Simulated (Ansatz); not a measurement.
## Cr: from a starting cell to a relaxed one

The start is a relaxed Cr cell, doubled along one cell vector, shaken by Gaussian noise of σ = 0.08 Å a coordinate. The structure is fully relaxed (lattice and positions, P = 0) with PBE (plane waves to 420 eV, PAW, scalar-relativistic; Ansatz, an electronic-structure program). The first steps use a coarse 16×8×16 k-mesh.

Starting cell:
```
Cr
1.0
   -1.42397     1.42397     1.42397
    2.84794    -2.84794     2.84794
    1.42397     1.42397    -1.42397
Cr
2
Direct
  0.05879   0.00613   0.97636
  0.98209   0.52938   0.07534
```

Question: Which atoms feel the largest initial force, and how large is it?

Answer: 2.20 eV/Å, on Cr1, Cr2 (atoms numbered as listed).

Question: How much energy is released per atom?

Answer: 0.22 eV/atom.

Question: Is the parent structure recovered?

Answer: It relaxes back to the parent, Im-3m (No. 229).

Question: How do the shortest distances between atoms change?

Answer: The closest pairs of elements (up to four, under 3.6 Å), start → end: Cr–Cr 2.40 → 2.47 Å.

Question: Is the relaxed structure metallic? Give its gap.

Answer: No gap (metallic).

Final values are on a 23×23×23 k-mesh of the relaxed cell. No spin polarisation in the result. A magnetic state may lie lower.

The run could not lose the symmetry of its start.
